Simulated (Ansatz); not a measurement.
KZnF$_{3}$ (cubic perovskite, Pm-3m), LDA (plane waves, PAW; program Ansatz). The conduction-band minimum lies at Γ, with 1 equivalent valley. Second derivatives d²E/dk² of the lowest band at one valley (eV·Å²), along Cartesian directions:

| direction | d²E/dk² |
|---|---|
| [100] | 17.24 |
| [010] | 17.24 |
| [001] | 17.24 |
| [110] | 17.24 |
| [101] | 17.24 |
| [011] | 17.24 |

**Question.** Find the principal effective masses, the density-of-states mass and the conductivity mass.

**Answer.** Off-diagonal terms follow from H_xy = H[110] − (H_xx + H_yy)/2, and m*/mₑ = 7.620 eV·Å² over each eigenvalue: 0.44, 0.44, 0.44. One valley's DOS mass (m₁m₂m₃)^(1/3) = 0.44, conductivity mass 3/(Σ 1/mᵢ) = 0.44 mₑ.

**Question.** What effective density of states Nc follows at 300 K for parabolic valleys?

**Answer.** Nc = 2.509e19 × 1 × (0.44)^(3/2) ≈ 7.3e18 cm⁻³.

**Question.** With the computed static dielectric constant 9.36 (mean of the diagonal), estimate a hydrogenic donor's binding energy and radius.

**Answer.** E = 13.606 eV × 0.44/9.36² ≈ 68 meV; a = 0.529 Å × ε/m* ≈ 11 Å. Semilocal masses tend to be too small where the gap is.

Symmetry was held in the LDA relaxation; phonons on a q-mesh show no instability.

Potentials: the later of the program's two PAW sets.
